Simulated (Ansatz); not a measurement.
## TaN from its elements: all-electron against pseudopotential results

```
Ta N
1.0
     0.00000    2.20853    2.20853
     2.20853    0.00000    2.20853
     2.20853    2.20853    0.00000
Ta N
1 1
Direct
  0.50000 0.50000 0.50000
  0.00000 0.00000 0.00000
```

The cell comes from a relaxation on PAW files under the same functional, begun from a database entry that needn't be the ground state.

All numbers are PBE results (scalar-relativistic) from Ansatz 0.2.0, with a Γ-centred 11×11×11 k mesh, Fermi–Dirac smearing of 0.02 eV, no spin polarisation. Methods: LAPW: all electrons, basis error target 0.5 meV/atom; PAW: frozen-core files, cutoff 420 eV; crystal datasets: all electrons, by PAW datasets that the program makes for each cell.

The elements are taken as N N2 gas, Ta bcc, each relaxed on PAW files under the same functional and computed by the same method as the compound; zero-point and thermal terms are left out.

Spin–orbit coupling is left out, which matters for the heavy atoms.

Problem. What is the formation energy by LAPW, and how far do the other methods lie from it?

Solution. -0.816 eV/atom; PAW -9.1 meV/atom; crystal datasets +0.1 meV/atom. The compound is bound against these elements; other compounds of the system weren't compared.

Problem. Give the LAPW value for one formula unit in kJ/mol.

Solution. -0.816 eV/atom × 2 atoms × 96.485 kJ/(mol·eV) = -157.5 kJ/mol, at zero temperature and without zero-point motion.

Problem. How does the cell move when LAPW relaxes it further?

Solution. The volume goes from 10.772 to 10.777 Å³/atom (+0.05 %).
